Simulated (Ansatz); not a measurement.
Ir$_{3}$W (Cu3Au type, Pm-3m), a = 3.856 Å, b = 3.856 Å, c = 3.856 Å, α = 90.00°, β = 90.00°, γ = 90.00°.

This is the PBEsol-relaxed structure.

Task: All from the program Ansatz at the PBEsol level (PAW), unless another level is named. Estimate the density of states at the Fermi level.

Result: 0.69 states/eV per atom (mean over ±0.08 eV).

Task: What about the formation energy from the elements (no fitted shifts)?

Result: -0.29 eV/atom.

The cell is a constructed one: a structure type filled with these elements; neither database checked (COD, Materials Project) lists it. COD files the formula under space group No. 194. Whether it is the stable phase at ambient conditions was not checked. The PBEsol relaxation kept the symmetry of its start; whether a distortion lowers the energy is not shown. The run is not spin-polarised. The references are the lowest solids computed at this level, not always the standard phases. Spin–orbit coupling is left out wherever it is not named.

Potentials: the earlier of the program's two PAW sets. The files were generated under PBE; for other functionals the program regenerates the frozen cores, and for LDA and PBEsol the local potential too.
